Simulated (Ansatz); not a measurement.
Ga2Pt:
```xyz
6
Lattice="0.0000 3.6647 3.6647 3.6647 0.0000 3.6647 3.6647 3.6647 0.0000" Properties=species:S:1:pos:R:3 pbc="T T T"
Ga     4.5809     4.5809     4.5809
Ga     4.5809     2.7486     2.7486
Ga     2.7486     4.5809     2.7486
Ga     2.7486     2.7486     4.5809
Pt     1.8324     1.8324     1.8324
Pt     0.0000     0.0000     0.0000
```

Relaxed with PBE. Special points in fractions of this cell's reciprocal vectors: Γ (0.000, 0.000, 0.000); X (0.500, 0.000, 0.500); U (0.625, 0.250, 0.625); K (0.375, 0.375, 0.750); L (0.500, 0.500, 0.500); W (0.500, 0.250, 0.750).

Question: List the band energies nearest the Fermi level at these points for DFT-PBE in the program Ansatz with PAW potentials.

Answer: In eV from the Fermi level; about four levels below and three above (degenerate sets whole), none deeper than 8.9 eV; points with the same levels are listed once.

| k | below | above |
|---|---|---|
| Γ | -1.36 -0.95 -0.95 -0.95 | 0.59 0.59 0.59 |
| X | -2.01 -2.01 -1.19 -1.19 | 3.33 3.33 3.74 3.74 |
| U | -2.01 -1.85 -1.09 -0.16 | 1.00 2.04 2.30 |
| L | -0.83 -0.83 -0.34 -0.34 | 0.81 2.55 3.07 |
| W | -2.14 -2.14 -0.38 -0.38 | 0.55 0.55 3.67 3.67 |

Space group Fd-3m (cubic Laves (MgCu2 type)). A made-up cell: these elements were put on the sites of a structure type; neither database checked (COD, Materials Project) lists it. COD files the formula under space group No. 225. Whether it is the stable phase at ambient conditions was not checked. The PBE relaxation kept the symmetry of its start; whether a distortion lowers the energy is not shown. No spin polarisation was allowed. Spin–orbit coupling is left out wherever it is not named.

Potentials: the earlier of the program's two PAW sets.
